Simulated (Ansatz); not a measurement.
BaAlSiH:
```cif
data_HAlBaSi
_chemical_formula_sum 'Ba1 Al1 Si1 H1'
_space_group_name_H-M_alt 'P3m1'
_space_group_IT_number 156
_space_group_name_Hall 'P 3 -2"'
_cell_length_a 4.31840
_cell_length_b 4.31840
_cell_length_c 5.25584
_cell_angle_alpha 90.000
_cell_angle_beta 90.000
_cell_angle_gamma 120.000
loop_
_atom_site_label
_atom_site_type_symbol
_atom_site_symmetry_multiplicity
_atom_site_Wyckoff_symbol
_atom_site_fract_x
_atom_site_fract_y
_atom_site_fract_z
_atom_site_occupancy
Ba1 Ba 1 a 0.00000 0.00000 0.00136 1
Al1 Al 1 c 0.66667 0.33333 0.46337 1
Si1 Si 1 b 0.33333 0.66667 0.54317 1
H1 H 1 c 0.66667 0.33333 0.13501 1
```

Relaxed at zero pressure with r²SCAN (plane waves, PAW; program Ansatz).

**Question.** The volume is lowered by 3 % and shape and atoms relax at that volume. What pressure results, and how do the axes share the change?

**Answer.** 1.7 GPa; a -0.7 %, b -0.7 %, c -1.6 %; the energy rises by 3 meV/atom.

**Question.** Give the new structure.

**Answer.** 
Space group P3m1 (No. 156); a = b = 4.287 Å, c = 5.172 Å, α = β = 90.00°, γ = 120.00°

| atom | site | symmetry | x | y | z |
|---|---|---|---|---|---|
| Ba | 1a | 3m. | 0.0000 | 0.0000 | 0.0025 |
| Al | 1c | 3m. | 0.6667 | 0.3333 | 0.4648 |
| Si | 1b | 3m. | 0.3333 | 0.6667 | 0.5435 |
| H | 1c | 3m. | 0.6667 | 0.3333 | 0.1322 |

The phase is kept; no other phase was compared at this pressure.

The workflow started from a Materials Project entry (that database holds measured and hypothetical structures alike); the Crystallography Open Database copy checked does not list it. Its standing as an ambient phase is unchecked. The cell was relaxed with r²SCAN under the symmetry of its start; whether a distortion lowers the energy is not shown. Scalar-relativistic: spin–orbit coupling is off unless named, which matters more the heavier the elements.

Potentials: the later of the program's two PAW sets.
